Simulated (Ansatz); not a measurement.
Cd (omega (AlB2-type)): energy against volume

Theory: DFT, PBEsol, plane waves (420 eV) with PAW, scalar-relativistic in Ansatz 0.2.0. The PAW files were generated under PBE, with cores re-solved for the functional.

The cell is scaled uniformly from the relaxed one, with fractional coordinates and shape fixed. Energies are extrapolated to zero smearing, pressures are those at the given smearing. Magnetic state: spin not included.

A Birch-Murnaghan fit gives V₀ = 21.58 Å³/atom, B₀ = 53 GPa, B₀′ = 5.9.

Q: What are the energy above the minimum and the pressure at 19.862 Å³/atom?

A: 27.2 meV/atom and 5.59 GPa as computed.

Q: What are the energy above the minimum and the pressure at 20.726 Å³/atom?

A: 6.1 meV/atom and 2.42 GPa as computed.

Q: What are the energy above the minimum and the pressure at 24.180 Å³/atom?

A: 39.5 meV/atom and -4.22 GPa as computed.
